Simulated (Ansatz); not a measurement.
MoPt (rock salt, Fm-3m), PBEsol (plane waves, PAW; program Ansatz), all energies at zero smearing, with the estimated change up to a 700 eV cutoff added, with one set of potentials and settings (totals compare only within such a set). Cell of 2 atoms (1 Pt, 1 Mo): -17279.734 eV.

| element | reference phase | E (eV/atom) |
|---|---|---|
| Pt | Fm-3m, 1 atoms in the cell | -12383.8180 |
| Mo | Im-3m, 1 atoms in the cell | -4897.4695 |

Formation energy per atom, worked out: (-17279.734 − 1×(-12383.8180) − 1×(-4897.4695))/2 = 0.777 eV/atom (75 kJ per mol of atoms), at 0 K, without zero-point energy or fitted corrections.

The start of the workflow was typed in or built on a structure type; neither database checked (COD, Materials Project) lists it. Its standing as an ambient phase is unchecked. The PBEsol relaxation kept the symmetry of its start; whether a distortion lowers the energy is not shown. No spin polarisation was allowed. Its formation energy is positive at this level, so the cell may be metastable or incomplete. The references are the lowest solids computed at this level, not always the standard phases. Scalar-relativistic: spin–orbit coupling is off unless named, which matters more the heavier the elements.

Potentials: the later of the program's two PAW sets.
